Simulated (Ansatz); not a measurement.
Ansatz (a first-principles code) input:

Ansatz 0.2 input:
```yaml
crystal:
  lattice:
    - [3.7772481384, 0.0, 0.0]
    - [0.0, 3.7772481384, 0.0]
    - [0.0, 0.0, 5.8780235716]
  atoms:
    - { symbol: As, position: [0.0, 0.5, 0.7136309045] }
    - { symbol: As, position: [0.5, 0.0, 0.2863690955] }
    - { symbol: Cu, position: [0.0, 0.0, 0.0] }
    - { symbol: Cu, position: [0.5, 0.5, 0.0] }
    - { symbol: Cu, position: [0.0, 0.5, 0.3007704491] }
    - { symbol: Cu, position: [0.5, 0.0, 0.6992295509] }
kpoints:
  mp_grid: { grid: [11, 11, 7] }
hamiltonian:
  xc: r2scan
  pseudopotentials: { kind: paw }
scf:
  occupations: { method: gaussian, width: 0.05 }
checkpoint: { read: metal.run }
output: { write_density: true, elf: true, volumetric_format: npy }
basis: { fft_grid_basis: typed }
```

Output (shortened):

```
Pseudopotential: As, paw, valence charge 15
Pseudopotential: Cu, paw, valence charge 19
Functional definition: r2SCAN
Crystal: 6 atoms, lattice volume = 83.865 Å³
Basis set: ecut = 500 eV, 2149 PW (Γ), exchange–correlation on 120×120×180 points (64 copies of the dense FFT grid, shifted against one another)
Bands: 64, of which v1, the nominal top of the filled ones, is band 53 counted from 1 (52 counted from 0)
Symmetry: 16 space group operations
Space group: P4/nmm (ITA 129), of the structure as read, at distance tolerance 4.4e-5 Å
k-points: 84 of 847
Stability of the state it starts from, as read at its close in the unpolarized treatment …
iter 1 solved again at ethr=1.55e-8 eV; its pass at ethr=3.10e-3 eV (dr2=1.64e-5 eV) is discarded
SCF iter   1: F=—  HF=-36254.046405 eV  |F-HF|=—  |Δ(HF+E_count)|=         —  Δρ=3.14e-7  dr2=4.78e-11  dr2_τ=2.31e-12  ethr=1.55e-8  ⟨swp⟩=4.0  Hψ=32728  notcnv=0
preconditioner: auto → LDOS
SCF iter   2: F=-36254.046405 eV  HF=-36254.046405 eV  |F-HF|=5.09e-11  |Δ(HF+E_count)|=   2.37e-8  Δρ=3.30e-7  dr2=6.83e-11  dr2_τ=1.45e-12  ethr=1.00e-12  ⟨swp⟩=6.0  Hψ=19442  notcnv=0
SCF 1 converged in 2 iterations: F = -36254.046405 eV  dr2 = 6.83e-11
SCF converged after 2 iterations
Free energy (F): -36254.046405 eV
Harris-Foulkes:  -36254.046405 eV  (|F-HF|=5.09e-11)
Internal energy: -36254.043480 eV  (E = F + TS)
E sigma→0 (E₀):  -36254.044942 eV
Entropy (-TS):   -0.002925 eV (-0.487 meV/atom)
Fermi energy:    15.153053 eV
--- Per-component energies (eV) ---
  E_band       = -2026.186412
  E_kinetic    = 1406.026837
  E_local      = -21049.668079  (includes V_loc(G=0)·N_el)
  E_nonlocal   = 259.535760
  E_hartree    = 9765.653660
  E_xc         = -482.535472
  E_vxc        = -665.341604  (∫ρ·V_xc dr)
  E_paw        = -10423.038131  (= ΣΔE_a)
  E_vpaw       = -1552.182247  (= ΣTr[D̂ρ^β])
  E_aug_tail   = 0.000547  (compensation charges beyond the density's cutoff)
  E_vtau       = 44.136169  (kinetic-family band-sum trace: ∫τ·v_τ [+ j·A + Jᵃ·Aᵃ] dr)
  E_ewald      = -15725.899354
  E_core_change = -4.119247  (= ΣΔE_core)
  E_smearing   = -0.002925  (= −TS)
  E_closure    =  0.000000  (closes the sum)
  Σ components = -36254.046405   (vs F -36254.046405, Δ=0.00e0)
  [band-id]    e_kinetic+e_local+e_nonlocal+2·e_hartree+e_vxc+e_vpaw+e_augmentation_tail+e_vtau = -2026.185296   (vs E_band -2026.186412, Δ=1.12e-3)
--- Band table (eV; the first three rows and the last of 84) ---
  k-point 0: bands = ["-101.8557", "-101.8508", "-101.3689", "-101.3689", "-57.7214", "-57.7143", "-57.6815", "-57.6815", "-57.6499", "-57.6499", "-57.2217", "-57.2202", "-57.2035", "-57.2035", "-57.2034", "-57.2034", "-21.5272", "-21.5269", "-21.5257", …
  k-point 1: bands = ["-101.8557", "-101.8508", "-101.3690", "-101.3689", "-57.7214", "-57.7143", "-57.6815", "-57.6815", "-57.6499", "-57.6499", "-57.2217", "-57.2203", "-57.2036", "-57.2036", "-57.2034", "-57.2034", "-21.5272", "-21.5269", "-21.5257", …
  k-point 2: bands = ["-101.8557", "-101.8508", "-101.3690", "-101.3689", "-57.7214", "-57.7143", "-57.6815", "-57.6815", "-57.6499", "-57.6499", "-57.2215", "-57.2205", "-57.2037", "-57.2037", "-57.2033", "-57.2033", "-21.5271", "-21.5267", "-21.5257", …
  k-point 83: bands = ["-101.8532", "-101.8531", "-101.3689", "-101.3689", "-57.7181", "-57.7180", "-57.6850", "-57.6844", "-57.6477", "-57.6470", "-57.2206", "-57.2206", "-57.2039", "-57.2039", "-57.2035", "-57.2035", "-21.5280", "-21.5280", "-21.5216", …
```

Cost: very roughly 40 core-seconds on shared cores.

The workflow started from an entry of the Crystallography Open Database (COD). Whether it is the stable phase at ambient conditions was not checked. The r²SCAN relaxation kept the symmetry of its start; whether a distortion lowers the energy is not shown. The run is not spin-polarised. Spin–orbit coupling is left out wherever it is not named.

Potentials: the later of the program's two PAW sets.

Ansatz is a plane-wave DFT program.
